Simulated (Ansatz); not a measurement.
The cell of Te3Ru is invented: random cell by space group and Wyckoff sites (P4/mmm, No. 123). Lengths were set from tabulated atomic sizes, so they are only a guess.

```
CELL_PARAMETERS angstrom
4.43326 0.00000 0.00000
0.00000 4.43326 0.00000
0.00000 0.00000 6.26277
ATOMIC_POSITIONS crystal
Te 0.50000 0.50000 0.17730
Te 0.50000 0.50000 0.82270
Te 0.00000 0.00000 0.00000
Ru 0.50000 0.50000 0.50000
```

Level of theory: Ansatz, DFT PBE, scalar-relativistic, plane waves, PAW. Cutoff 420 eV, Gaussian smearing, Γ-centred meshes. Cell and atoms relax first on a coarse mesh and then on a finer one. In between, the cell is made exact in the group found at 0.06 Å. In metals the finer mesh still leaves noise of several meV/atom or more. The steps can't lower the symmetry of their start. Collinear spin is switched on along the way, since trial moments persisted in a coarse test.

A guess keeps its type if space group and coordination stay and the shape of the cell changes little (axis ratios within about 15 %, angles within 6°); the volume may change.

Q: Does it keep its structure type, or change into something else?

A: It doesn't keep its type. The symmetry stays P4/mmm (No. 123). The volume per atom shrinks by 2.3 %, from 30.8 to 30.1 Å³. The shortest distance goes from 2.02 Å (Te–Ru) to 2.55 Å (Te–Ru). The ratio c/a of the conventional cell changes by a factor of 3.11. Counting neighbours within 15 % of an atom's shortest distance, the start has Ru 2, Te 2/8 and the end Ru 2, Te 1/4. In detail, at the end around Te on a site of symmetry 4mm lie 1 Ru at 2.55 Å and 4 Te at 3.01 Å; around Te on a site of symmetry 4/mmm lie 4 Te at 3.01 Å; Ru has 2 Te at 2.55 Å and 4 Ru at 3.01 Å.

```cif
data_structure
_symmetry_space_group_name_H-M 'P4/mmm'
_symmetry_Int_Tables_number 123
_cell_length_a 3.0120
_cell_length_b 3.0120
_cell_length_c 13.2521
_cell_angle_alpha 90.000
_cell_angle_beta 90.000
_cell_angle_gamma 90.000
_cell_volume 120.23
loop_
_atom_site_label
_atom_site_type_symbol
_atom_site_symmetry_multiplicity
_atom_site_Wyckoff_symbol
_atom_site_fract_x
_atom_site_fract_y
_atom_site_fract_z
_atom_site_occupancy
Te1 Te 2 h 0.50000 0.50000 0.30746 1
Te2 Te 1 a 0.00000 0.00000 0.00000 1
Ru1 Ru 1 d 0.50000 0.50000 0.50000 1
```

Energies over the elements count from the elements' standard structures at the same level, with no fitted energy shifts.

Q: At what energy does it end?

A: +0.47 eV/atom. The separate elements lie lower, so it is unstable against them.

The last run used collinear spin, a 16×16×4 mesh (in the run's order of axes) for its 4-atom cell and Gaussian smearing of 0.10 eV. Weakly bound directions are ill-defined at this level, which has no dispersion term. Spin–orbit coupling, which can matter for Te, is left out. The reference form of Te is held partly by dispersion forces, which this level lacks. The magnetic state reached may not be the lowest. Symmetry constrained the relaxation, so the result can be a saddle point.

In counts of neighbours, a slash parts the counts of unlike sites.
